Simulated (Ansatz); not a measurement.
Space group P6_3/mmc (No. 194). a = 4.725 Å, b = 4.725 Å, c = 3.213 Å, α = 90.00°, β = 90.00°, γ = 120.00°
```json
{"atom": "Hf", "site": "2d", "symmetry": "-6m2", "x": "0.6667", "y": "0.3333", "z": "0.2500"}
{"atom": "H", "site": "6h", "symmetry": "mm2", "x": "0.3628", "y": "0.1814", "z": "0.7500"}
```

Equation of state of this HfH₃ structure (not necessarily the ground state), with shape and atoms relaxed at each volume where symmetry leaves them free. It has no gap at any of these volumes. Theory: DFT r2SCAN, scalar-relativistic, plane waves, PAW in Ansatz 0.2.0.

Plane waves to 500 eV, a k mesh through Γ of 9×9×12 on the computed 8-atom cell and Gaussian smearing (0.10 eV); no spin polarisation.

```
V (Å³/atom) E − E(largest V) (meV/atom) P (GPa)
      7.298                         2.41     7.51
      7.531                        -5.50     3.44
      7.764                        -7.89     0.00
      7.997                        -5.74    -2.82
      8.230                         0.00    -5.03
```

Problem. Fit a third-order Birch–Murnaghan equation to E(V).

Solution. V0 = 7.76 Å³/atom, B0 = 103 GPa, B0' = 6.1.

Spin-orbit coupling is left out, which matters for the bands of heavy elements.

Cost: 5 runs of about 11 core-minutes in all, on Arm Neoverse V1 (shared hosts).